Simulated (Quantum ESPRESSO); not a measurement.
# AlSi2ON3: convergence and cost over cutoff and k mesh

A calculation, not a measurement. The program is pw.x of Quantum ESPRESSO 7.5 (plane-wave density functional theory). The cell is made up: 7 atoms on a wurtzite lattice with one site empty, with randomly drawn elements, strain and displacements, not relaxed. PseudoDojo standard norm-conserving files (v0.5 for PBE, v0.4.1 for LDA and PBEsol) set the functional; there is no spin polarisation, spin-orbit coupling or dispersion term, and the masses in the input are unused placeholders.

Input of the run in row 4:

```
&control calculation='scf', pseudo_dir='./dojo.nc.sr.pbe.v0_5.standard.upf', outdir='./o', disk_io='medium', tprnfor=.true., tstress=.true. /
&system ibrav=0, nat=7, ntyp=4, nbnd=22, ecutwfc=84.00895049, nosym=.true., tot_charge=0,
 occupations='smearing', smearing='fd', degauss=0.0018374661
/
&electrons conv_thr=7.350e-09, electron_maxstep=60, /
ATOMIC_SPECIES
Al 1.0 Al.upf
N 1.0 N.upf
O 1.0 O.upf
Si 1.0 Si.upf
CELL_PARAMETERS angstrom
3.05 0.0 0.0
0.0 5.2828 0.0
0.0 0.0 4.9806
ATOMIC_POSITIONS angstrom
Al -0.0133 -0.0045 -0.0796
Si 1.5609 2.7237 0.0682
Si 0.0013 3.5317 2.6107
O -0.0306 -0.1173 2.0066
N 1.5444 2.7202 2.0135
N 1.4505 0.979 4.357
N -0.0273 3.5228 4.2715
K_POINTS automatic
6 4 4 1 1 1
```

The same cell was run at these settings. Meshes are shifted by half a step, and differences are from the last row, which is itself not exact.

```
cutoff (eV)     k mesh  k points solved  threshold (eV)  free energy less the last row's (eV)  pressure (GPa)  largest stress difference (GPa)  largest force difference (eV/Å)  iterations  wall time (s)  k-point pools              processor
        800  2 x 2 x 2                4           1e-04                                -0.310          -18.48                            11.59                            0.374          10             15              1  AMD EPYC, Zen 5 class
       1143  2 x 2 x 2                4           1e-07                                -0.681          -13.24                             6.37                            0.376          13             28              1  AMD EPYC, Zen 5 class
        837  6 x 4 x 4               48           1e-07                                 0.227          -16.12                             3.67                            0.009          13             97              1  AMD EPYC, Zen 5 class
       1143  6 x 4 x 4               48           1e-07                                 0.001          -12.55                             0.02                            0.003          13            166              1  AMD EPYC, Zen 5 class
       1437  8 x 6 x 6              144           1e-07                                 0.000          -12.55                             0.00                            0.000          13            716              1  AMD EPYC, Zen 5 class
```

Each pool is one process. Wall times include start-up and a band step at six k points, which weighs most on the coarsest meshes. The runs were on shared virtual cores whose load varied, so times are rough.